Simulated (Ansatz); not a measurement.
GaCuSe2:
```yaml
crystal:
  lattice:
    - [-2.80369, 2.80369, 5.54986]
    - [2.80369, -2.80369, 5.54986]
    - [2.80369, 2.80369, -5.54986]
  atoms:
    - { symbol: Ga, position: [0.25000, 0.75000, 0.50000] }
    - { symbol: Ga, position: [0.50000, 0.50000, 0.00000] }
    - { symbol: Cu, position: [0.75000, 0.25000, 0.50000] }
    - { symbol: Cu, position: [0.00000, 0.00000, 0.00000] }
    - { symbol: Se, position: [0.12130, 0.12500, 0.49630] }
    - { symbol: Se, position: [0.87500, 0.37130, 0.99630] }
    - { symbol: Se, position: [0.62870, 0.62500, 0.50370] }
    - { symbol: Se, position: [0.37500, 0.87870, 0.00370] }
```

Relaxed with r²SCAN. Special points in fractions of this cell's reciprocal vectors: Γ (0.000, 0.000, 0.000); X (0.000, 0.000, 0.500); P (0.250, 0.250, 0.250); N (0.000, 0.500, 0.000); M (0.500, 0.500, -0.500); S (0.314, 0.686, -0.314); S0 (-0.314, 0.314, 0.314); R (-0.128, 0.128, 0.500); G (0.500, 0.500, -0.128).

### Question
List the band energies nearest the valence-band maximum at these points for plane-wave PAW r²SCAN (Ansatz code).

### Answer
In eV from the valence-band maximum; about four levels below and three above (degenerate sets whole), none deeper than 8.9 eV; points with the same levels are listed once.

```
k                    below                above
-  -----------------------  -------------------
Γ   -1.53 -0.11 -0.11 0.00       0.57 2.16 2.45
X  -0.82 -0.82 -0.49 -0.49  1.41 1.41 3.72 3.72
P  -0.84 -0.84 -0.66 -0.66  1.81 1.81 3.49 3.49
N  -1.34 -1.20 -1.11 -0.55       2.40 2.80 3.49
M  -1.22 -1.22 -0.91 -0.91  2.01 2.01 2.17 2.17
S  -1.41 -1.17 -0.75 -0.58       2.15 2.62 2.78
R  -0.85 -0.85 -0.69 -0.69  1.68 1.68 4.23 4.23
```

Space group I-42d (chalcopyrite). Symmetry was held in the r²SCAN relaxation. The run is not spin-polarised. Scalar-relativistic: spin–orbit coupling is off unless named, which matters more the heavier the elements.

Potentials: the later of the program's two PAW sets.
